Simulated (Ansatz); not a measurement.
SiGe2, ordered on the diamond lattice (P-3m1) with 6 atoms a cell at its r2SCAN geometry, run in Ansatz at 2 levels of theory. The cell comes from a prototype generator: it can be a known phase or a hypothetical one. Spin polarisation is off.

The r2SCAN input:
```yaml
crystal:
  lattice:
    - [3.9537998196, 0.0, 0.0]
    - [-1.9768999098, 3.4240910852, 0.0]
    - [0.0, 0.0, 9.6563533261]
  atoms:
    - { symbol: Si, position: [0.3333333333, 0.6666666667, 0.7083000368] }
    - { symbol: Ge, position: [0.0, 0.0, 0.3724908059] }
    - { symbol: Ge, position: [0.6666666667, 0.3333333333, 0.0437517615] }
    - { symbol: Ge, position: [0.0, 0.0, 0.6275091941] }
    - { symbol: Si, position: [0.6666666667, 0.3333333333, 0.2916999632] }
    - { symbol: Ge, position: [0.3333333333, 0.6666666667, 0.9562482385] }
kpoints:
  mp_grid: { grid: [12, 12, 4] }
  band_path:
    path:
      - [0.0, 0.0, 0.0]
      - [0.5, 0.0, 0.0]
      - [0.3333333333, 0.3333333333, 0.0]
      - [0.0, 0.0, 0.5]
      - [0.5, 0.0, 0.5]
      - [0.3333333333, 0.3333333333, 0.5]
      - [0.0, 0.398438, 0.213542]
    npoints: 1
hamiltonian:
  xc: r2scan
scf:
  occupations: { method: fixed }
  n_extra_bands: 5
output:
  forces: true
  stress: true
  eigenvalues: true
  write_density: true
  write_potential: true
  elf: true
  volumetric_format: npy
```

Main results, then, where recorded, the levels near the gap in eV from the Fermi energy (columns number the bands from 0), one row a point of the path (Γ, M, K, A, L, H, (0, 0.398, 0.214)):
```
Crystal: 6 atoms, lattice volume = 130.729 Å³
Symmetry: 12 space group operations
Space group: P-3m1 (ITA 164)
```
```
Basis set: ecut = 500 eV, 3245 PW (Γ)
Bands: 37, of which v1, the nominal top of the filled ones, is band 32 counted from 1 (31 counted from 0)
k-points: 69 of 576
Free energy (F): -18489.692094 eV
Fermi energy:    7.697062 eV
--- Forces (eV/Å), atoms counted from 1 ---
  atom   1  Si      0.00000      0.00000      0.00018
  atom   2  Ge      0.00000      0.00000      0.00787
  atom   3  Ge      0.00000      0.00000      0.00074
  atom   4  Ge      0.00000      0.00000    -0.00787
  atom   5  Si      0.00000      0.00000    -0.00018
  atom   6  Ge      0.00000      0.00000    -0.00074
--- Stress (GPa, compression-positive) ---
       -0.092969       0.000000       0.000000
        0.000000      -0.092969       0.000000
        0.000000       0.000000       0.303063
  P = ⅓ Tr σ = 0.0390 GPa (0.390 kbar)
```
```tsv
band_29	band_30	band_31	band_32	band_33	band_34
-0.017	0.000	0.000	1.033	1.108	1.655
-3.063	-2.127	-1.932	0.932	0.953	2.000
-2.428	-2.428	-2.259	1.563	1.843	1.843
-0.674	-0.418	-0.418	0.915	1.712	1.748
-2.814	-1.426	-1.424	0.908	1.128	1.409
-2.997	-2.997	-2.937	3.338	3.554	3.554
-2.361	-1.600	-1.510	0.740	1.413	1.725
```

The r2SCAN gap is indirect, 0.74 eV (Γ to k = (0, 0.398, 0.214)), below the direct gap of 1.03 eV at Γ.

HSE06. Against the first input these blocks differ (the band path and keys that only write files left aside):
```yaml
kpoints:
  mp_grid: { grid: [6, 6, 2] }
hamiltonian:
  xc: hse06
```

```
Basis set: ecut = 420 eV, 2577 PW (Γ)
Bands: 37, of which v1, the nominal top of the filled ones, is band 32 counted from 1 (31 counted from 0)
k-points: 14 of 72
Exchange kernel: α = 0.2500, screened, ω = 0.2079 Å⁻¹, Wigner–Seitz truncation, v(0) = 1045.9797 eV·Å³, q-mesh 6×6×2
hybrid outer 1: dexx = +2.589e-2 eV, tail = 1.19e-4 eV
hybrid outer 2: dexx = +2.946e-6 eV, tail = 4.95e-8 eV, Δε = 3.30e-3 eV, ΔF = 5.18e-3 eV/Å
Free energy (F): -18455.878629 eV
Fermi energy:    7.536089 eV
--- Forces (eV/Å), atoms counted from 1 ---
  atom   1  Si      0.00000      0.00000      0.00069
  atom   2  Ge      0.00000      0.00000      0.00398
  atom   3  Ge      0.00000      0.00000    -0.00241
  atom   4  Ge      0.00000      0.00000    -0.00398
  atom   5  Si      0.00000      0.00000    -0.00069
  atom   6  Ge      0.00000      0.00000      0.00241
--- Stress (GPa, compression-positive) ---
        0.318178       0.000000       0.000000
        0.000000       0.318178       0.000000
        0.000000       0.000000       0.360641
  P = ⅓ Tr σ = 0.3323 GPa (3.323 kbar)
```
```tsv
band_29	band_30	band_31	band_32	band_33	band_34
-0.013	0.000	0.000	1.422	1.451	2.020
-3.170	-2.213	-1.987	1.233	1.253	2.353
-2.522	-2.522	-2.327	1.917	2.174	2.174
-0.703	-0.399	-0.399	1.248	2.135	2.136
-2.927	-1.469	-1.464	1.248	1.452	1.716
-3.121	-3.121	-3.039	3.802	3.974	3.974
-2.452	-1.632	-1.552	1.044	1.754	2.043
```

The HSE06 gap is indirect, 1.04 eV (Γ to k = (0, 0.398, 0.214)), below the direct gap of 1.42 eV at Γ. The mean stress, +0.3 GPa, is small, and the program warns that its thresholds are loose for a hybrid's stress.

Small level splittings and stresses of the hybrids carry the error of their coarser meshes.

Totals of different functionals can't be compared.

Spin-orbit coupling is left out.

The meshes of the hybrids are coarse, so their gaps aren't converged to the digits shown.
